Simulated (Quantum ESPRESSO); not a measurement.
## AgCl: one setting swept

```
AgCl
1.0
    0.00000     2.77266     2.77266
    2.77266     0.00000     2.77266
    2.77266     2.77266     0.00000
Ag Cl
1 1
Direct
  0.00000   0.00000   0.00000
  0.50000   0.50000   0.50000
```
The cell comes from the Materials Project (a computed structure). It is AgCl in Fm-3m. Stability against distortions was not tested. The run has no spin polarisation.

Method: GIPAW with PBE in a modified build of Quantum ESPRESSO, on JTH PAW datasets; kept fixed: 25 Ha, k-mesh 8×8×8 shifted. Costs are rough, from a shared machine. Shieldings are absolute and leave out the bulk-susceptibility term; a larger σ means a smaller chemical shift. Spin–orbit coupling is left out; its weight grows with the heaviest atom, Ag here. The datasets of Cl hold no d projectors, which limits absolute σ on these atoms. With so small a Kohn–Sham gap, σ hangs strongly on the functional and the mesh. Static lattice: thermal averaging is not included.

```tsv
conv_threshold of gipaw.x	σ_iso Ag (ppm)	σ_iso Cl (ppm)	f-sum rule missed by (%)	rough cost ratio
1e-06	3428.6	924.2	0.01	about 1
1e-08	3382.2	893.9	0.00	about 1
1e-10	3379.2	893.8	0.00	about 1
1e-12	3379.2	893.9	0.00	about 1
1e-14	3379.1	893.9	0.00	3
```

Largest spread: σ_iso Ag (ppm) moves over 49.4 across the rows.
